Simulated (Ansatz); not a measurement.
Values for one crystal, relaxed and computed with the program Ansatz at the LDA level (PAW); other levels are named.

```yaml
volume_per_atom: 8.55 Å³
electronic_character: metallic (no gap)
highest_zone_centre_frequency: 90.3 meV
Density of states at the Fermi level: 0.83 states/eV per atom (mean over ±0.08 eV)
Formation energy from the elements (no fitted shifts): -0.025 eV/atom
Bulk modulus (Birch–Murnaghan fit): 309 GPa
Pressure derivative B′: 4.8
```

Question: Which of these materials gives this?
(A) Co2C, Pnnm (Co on 4g, C on 2a)
(B) ReC, P-6m2 (Re on 1a, C on 1d)
(C) WC, rock salt
(D) ZrC, rock salt

Answer: A, Co2C, Pnnm (Co on 4g, C on 2a)

The first step of the workflow began from a Materials Project structure, measured or hypothetical; the Crystallography Open Database files this formula in space group No. 58, but the cells were not matched. Its standing as an ambient phase is unchecked. Symmetry was held in the LDA relaxation; its stability against distortions is not shown here. No spin polarisation was allowed. The references are the lowest solids computed at this level, not always the standard phases.

Potentials: the later of the program's two PAW sets.
